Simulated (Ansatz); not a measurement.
This cell of ScAl₃ (Cu3Au type) is off equilibrium:

```xyz
4
Lattice="4.1055 0.0000 0.0000 0.0000 4.1055 0.0000 0.0000 0.0000 4.1055" Properties=species:S:1:pos:R:3 pbc="T T T"
Al     0.0000     2.0528     1.7048
Al     2.0528     2.0528     0.0000
Al     2.0528     0.0000     2.0528
Sc     0.0000     0.0000     0.0000
```

Computed with PBE (plane waves to 420 eV, PAW, scalar-relativistic; Ansatz, a first-principles code). k mesh 9×9×9 (Γ-centred), Fermi-Dirac smearing 0.05 eV. E stands for the smeared free energy. Compression counts positive. With partly filled bands, energies and forces of such displacements shift with the k mesh and the smearing. ScAl3 is run without spin polarisation. ScAl3 was relaxed with its symmetry unable to fall.

Problem. Predict the force on every atom, in eV/Å.

Solution. 
| atom | Fx | Fy | Fz |
|---|---|---|---|
| Al1 | 0.000 | 0.000 | 2.214 |
| Al2 | 0.000 | 0.000 | -0.668 |
| Al3 | 0.000 | 0.000 | -0.074 |
| Sc4 | 0.000 | 0.000 | -1.472 |

Problem. What is the stress tensor (GPa)?

Solution. 
```
    1.4      0.0      0.0
    0.0      2.8      0.0
    0.0      0.0      2.6
```
The pressure, a third of the trace, is 2.3 GPa.

Problem. In it atom 1 sits (0.000, 0.000, -0.348) Å away from its relaxed site. What is its energy relative to the relaxed cell?

Solution. 379 meV/cell.

(For displaced atoms, the force is minus the slope of the energy, and its curvature is a force constant, which sets phonon frequencies.)
